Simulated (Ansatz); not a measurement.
Crystals of one structure type (zinc blende) and one family of elements, relaxed and computed with HSE06 in the plane-wave PAW code Ansatz.

```json
[
 {"crystal": "GaN", "V (Å³/atom)": "11.38", "B₀ by P(V) fit (GPa)": "198"},
 {"crystal": "BP", "V (Å³/atom)": "11.57", "B₀ by P(V) fit (GPa)": "174"},
 {"crystal": "GaP", "V (Å³/atom)": "20.40", "B₀ by P(V) fit (GPa)": "87.7"},
 {"crystal": "GaAs", "V (Å³/atom)": "22.94", "B₀ by P(V) fit (GPa)": "72.4"},
 {"crystal": "InP", "V (Å³/atom)": "25.69", "B₀ by P(V) fit (GPa)": "69.4"},
 {"crystal": "InAs", "V (Å³/atom)": "28.48", "B₀ by P(V) fit (GPa)": "?"},
 {"crystal": "GaSb", "V (Å³/atom)": "28.92", "B₀ by P(V) fit (GPa)": "53.8"}
]
```

Task: Fit a straight line to ln B₀ against ln V and predict the withheld value.

Result: Least squares on the 6 shown rows: ln B₀ = -1.31 × ln V + (8.423), with a scatter of 5 %. For InAs this gives 56.6. The run itself gave 58.3, within the scatter.

All cells were relaxed under the symmetry of their starts (and spin orders); stability against distortions was not tested throughout. Spin–orbit coupling is left out wherever it is not named.

Potentials: the later of the program's two PAW sets.
